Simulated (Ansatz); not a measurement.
MgTi$_{3}$N:
```yaml
crystal:
  lattice:
    - [4.19225, 0.00000, 0.00000]
    - [0.00000, 4.19225, 0.00000]
    - [0.00000, 0.00000, 4.19225]
  atoms:
    - { symbol: Mg, position: [0.00000, 0.00000, 0.00000] }
    - { symbol: Ti, position: [0.00000, 0.50000, 0.50000] }
    - { symbol: Ti, position: [0.50000, 0.00000, 0.50000] }
    - { symbol: Ti, position: [0.50000, 0.50000, 0.00000] }
    - { symbol: N, position: [0.50000, 0.50000, 0.50000] }
```

Relaxed with PBE. Special points in fractions of this cell's reciprocal vectors: Γ (0.000, 0.000, 0.000); X (0.000, 0.500, 0.000); M (0.500, 0.500, 0.000); R (0.500, 0.500, 0.500).

### Question
List the band energies nearest the Fermi level at these points for PBE (plane waves, PAW; program Ansatz).

### Answer
In eV from the Fermi level; about four levels below and three above (degenerate sets whole), none deeper than 8.9 eV; points with the same levels are listed once.

| k | below | above |
|---|---|---|
| Γ | -1.63 -1.63 -1.45 -1.45 -1.45 | 1.40 1.40 1.40 |
| X | -1.03 -0.99 -0.99 -0.42 | 0.74 0.79 1.53 1.53 |
| M | -3.04 -1.87 -1.87 -0.90 | 0.15 0.15 0.36 0.36 |
| R | -0.43 -0.43 -0.43 -0.10 -0.10 -0.10 | 0.43 0.43 0.43 |

Space group Pm-3m (anti-perovskite). The start of the workflow was typed in or built on a structure type; neither database checked (COD, Materials Project) lists it. Its standing as an ambient phase is unchecked. The cell was relaxed with PBE under the symmetry of its start; whether a distortion lowers the energy is not shown. The workflow began spin-polarised and lost its moments.

Potentials: the earlier of the program's two PAW sets.
